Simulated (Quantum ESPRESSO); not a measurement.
## Band energies of ScF$_{3}$ at -1.5 % isotropic strain

```xyz
4
Lattice="2.7981 1.6155 2.2837 -2.7981 1.6155 2.2837 0.0000 -3.2310 2.2837" Properties=species:S:1:pos:R:3 pbc="T T T"
F      1.3942    -2.4148     3.4255
F      1.3942     2.4148     3.4255
F     -2.7884     0.0000     3.4255
Sc     0.0000     0.0000     0.0000
```

norm-conserving PBEsol (Quantum ESPRESSO, 84 Ry, scalar-relativistic); path ΓPZQΓFP1Q1LZ; energies in eV from the valence-band maximum.

| k (1/Å) | point | band 12 | band 13 | band 14 | band 15 | band 16 | band 17 | band 18 | band 19 |
|---|---|---|---|---|---|---|---|---|---|
| 0.00 | Γ | -0.62 | -0.62 | -0.55 | -0.55 | -0.55 | 6.53 | 6.53 | 6.53 |
| 0.32 |  | -0.89 | -0.88 | -0.61 | -0.61 | -0.54 | 6.76 | 6.78 | 6.78 |
| 0.63 |  | -1.51 | -1.50 | -0.49 | -0.49 | -0.36 | 7.31 | 7.35 | 7.36 |
| 1.06 |  | -2.22 | -2.21 | -0.13 | -0.13 | -0.08 | 8.06 | 8.08 | 8.08 |
| 1.38 | P | -2.39 | -2.39 | 0.00 | 0.00 | 0.00 | 8.28 | 8.28 | 8.28 |
| 1.38 | Z | -2.39 | -2.39 | 0.00 | 0.00 | 0.00 | 8.28 | 8.28 | 8.28 |
| 1.59 |  | -2.28 | -2.28 | -0.08 | -0.08 | 0.00 | 8.15 | 8.15 | 8.27 |
| 2.01 |  | -1.50 | -1.46 | -0.71 | -0.71 | 0.00 | 7.61 | 7.61 | 8.24 |
| 2.33 |  | -1.50 | -1.46 | -0.72 | -0.72 | 0.00 | 7.61 | 7.61 | 8.24 |
| 2.65 |  | -2.14 | -2.14 | -0.18 | -0.18 | 0.00 | 8.01 | 8.01 | 8.26 |
| 2.96 | Q | -2.39 | -2.39 | 0.00 | 0.00 | 0.00 | 8.28 | 8.28 | 8.28 |
| 3.07 |  | -2.38 | -2.37 | -0.02 | -0.01 | -0.01 | 8.26 | 8.26 | 8.26 |
| 3.39 |  | -2.09 | -2.07 | -0.21 | -0.21 | -0.14 | 7.90 | 7.93 | 7.94 |
| 3.70 |  | -1.53 | -1.49 | -0.49 | -0.49 | -0.36 | 7.31 | 7.35 | 7.36 |
| 4.13 |  | -0.72 | -0.71 | -0.59 | -0.59 | -0.59 | 6.64 | 6.64 | 6.65 |
| 4.34 | Γ | -0.62 | -0.62 | -0.55 | -0.55 | -0.55 | 6.53 | 6.53 | 6.53 |
| 4.44 |  | -0.63 | -0.61 | -0.59 | -0.57 | -0.56 | 6.55 | 6.55 | 6.57 |
| 4.85 |  | -0.88 | -0.87 | -0.82 | -0.75 | -0.42 | 6.95 | 6.98 | 7.31 |
| 5.15 |  | -1.11 | -0.98 | -0.97 | -0.96 | -0.14 | 7.36 | 7.38 | 7.96 |
| 5.46 | F | -1.20 | -1.20 | -1.00 | -1.00 | -0.01 | 7.54 | 7.55 | 8.23 |
| 5.91 |  | -2.11 | -2.11 | -0.21 | -0.21 | 0.00 | 7.98 | 7.98 | 8.26 |
| 6.25 | P1 | -2.39 | -2.39 | 0.00 | 0.00 | 0.00 | 8.28 | 8.28 | 8.28 |
| 6.25 | Q1 | -2.39 | -2.39 | 0.00 | 0.00 | 0.00 | 8.28 | 8.28 | 8.28 |
| 6.46 |  | -2.33 | -2.29 | -0.07 | -0.05 | -0.03 | 8.15 | 8.21 | 8.22 |
| 6.87 |  | -1.90 | -1.50 | -0.45 | -0.42 | -0.26 | 7.34 | 7.81 | 7.84 |
| 7.17 |  | -1.42 | -0.90 | -0.76 | -0.59 | -0.59 | 6.73 | 7.56 | 7.57 |
| 7.38 | L | -1.22 | -1.22 | -0.75 | -0.57 | -0.56 | 6.57 | 7.50 | 7.50 |
| 7.47 |  | -1.28 | -1.09 | -0.70 | -0.61 | -0.57 | 6.61 | 7.52 | 7.52 |
| 7.84 |  | -1.83 | -1.39 | -0.49 | -0.48 | -0.30 | 7.25 | 7.76 | 7.79 |
| 8.12 |  | -2.20 | -2.04 | -0.21 | -0.16 | -0.09 | 7.88 | 8.06 | 8.09 |
| 8.50 | Z | -2.39 | -2.39 | 0.00 | 0.00 | 0.00 | 8.28 | 8.28 | 8.28 |

The PBEsol gap is indirect, 6.53 eV, from P to Γ; the smallest direct gap is 7.08 eV.

Geometry strained from the cell relaxed with PBEsol, atoms relaxed again.
